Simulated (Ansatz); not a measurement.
Starting cell, Ag (fcc, Cu type):

```
Ag
1.0
    4.14857     0.00000     0.00000
    0.00000     4.14857     0.00000
    0.00000     0.00000     4.14857
Ag
4
Direct
  0.00000   0.00000   0.00000
  0.50000   0.50000   0.00000
  0.50000   0.00000   0.50000
  0.00000   0.50000   0.50000
```

Scan: atom 1 (Ag, nearest neighbour Ag at 2.933 Å; its periodic images, 4.1 Å or more away, move with it) is displaced along Cartesian z, direction (0.000, 0.000, 1.000) in Cartesian axes, by s. The other atoms stay.

Calculation: PBE (plane waves to 420 eV, PAW, scalar-relativistic; Ansatz, an electronic-structure program). k mesh 9×9×9 (Γ-centred), Fermi-Dirac smearing 0.05 eV. Energies are smeared free energies. With partly filled bands, energies and forces of such displacements shift with the k mesh and the smearing. On this mesh the relaxed cell isn't quite at rest: it carries a pressure of -0.1 GPa (compression positive) at the zero of the scan. Ag was relaxed with its symmetry unable to fall. The zero of ΔE is the undisplaced structure.

The scan covers s from -0.880 to 0.880 Å in 11 points.

Q: Is this a single well or a double well?

A: A single well with its minimum at or next to zero displacement.

Q: Is the energy the same for equal positive and negative displacements?

A: Even: the same for both signs. With its periodic images moving along, the atom's site symmetry in this cell is m-3m.

Q: What force acts on the atom along the line at s = -0.880 Å?

A: 6.29 eV/Å.

Q: What is the energy change at s = 0.880 Å?

A: 2337 meV/cell.

Q: What is the force constant k = d²E/ds² of this move at s = 0?

A: 4.58 eV/Å².

(For displaced atoms, the force is minus the slope of the energy, and its curvature is a force constant, which sets phonon frequencies.)
